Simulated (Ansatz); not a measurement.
Al₂ZnTe₄:
```xyz
7
Lattice="-3.0214 3.0214 5.9522 3.0214 -3.0214 5.9522 3.0214 3.0214 -5.9522" Properties=species:S:1:pos:R:3 pbc="T T T"
Al     3.0214     0.0000     2.9761
Al     0.0000     0.0000     5.9522
Zn     0.0000     0.0000     0.0000
Te    -1.4327     1.5641     4.3834
Te     1.5641     1.4327     7.5210
Te     4.4541     1.4573    -1.5688
Te     1.4573     1.5887     1.5688
```

Relaxed with r²SCAN.

Problem. Map the valence electron density (e/Å³), cut off at 0.4 on the plane through (0.500, 0.500, 0.000) spanned by u = [1, 1, 0] and v = [1, -1, 1] in lattice vectors, from DFT-r²SCAN in the program Ansatz with PAW potentials.

Solution. x is the fraction of u, y of v (the angle between them is 122°; rows are the nearest grid lines); atoms in the plane: Al at (0.00, 0.00), Zn at (0.50, 0.00), Te at (0.88, 0.49), Te at (0.39, 0.51).
```
|1124321000000011399999931100000001234211|
|2333210000001124799996311000000123454212|
|3322110000012345899963210000012345665433|
|2111000112467776543211100001358999864322|
|0000112368999964211000000136999998521100|
|0011236899998531000000001369999973100000|
|0012357999985311000000001379999842100000|
|1233457765431100001100011356653210000011|
|5543333221110012345521101111110001123445|
|9632110000001369999942000000000124799999|
|9531000000013699999941000000001259999999|
|7310000000249999999921000000024999999997|
|2100000002499999999710000000249999999972|
|0000000012599999995300000001369999999410|
|0000000012479999963210000001369999994200|
|1111100011234455433322111001234554211011|
|6653210000011233457754311000011100011356|
|9984210000001235799985311000000000137999|
|9973100000011236899985310000000001369999|
|9852110000011236899964211000000013699999|
|8643221110001124677754322111000013589998|
|5433322110000012345899963210000012345665|
|2123332100000011247999963110000001234542|
|1124321000000011399999931100000001234211|
```
Scale: ten equal steps from 0.011 (start of '0') to 0.400 (end of '9'), in the order '0123456789'; x runs from 0.000 to 1.00, y from 0.000 (bottom) to 1.00 (top).

The density is the valence pseudo-density with augmentation charge, so density and ELF within about 1 Å of a nucleus are not all-electron values.

Space group I-4. The workflow started from a Materials Project entry (that database holds measured and hypothetical structures alike); the Crystallography Open Database files this formula in space group No. 82, but the cells were not matched. Its standing as an ambient phase is unchecked. The cell was relaxed with r²SCAN under the symmetry of its start; its stability against distortions is not shown here. Scalar-relativistic: spin–orbit coupling is off unless named, which matters more the heavier the elements.

Potentials: the later of the program's two PAW sets.
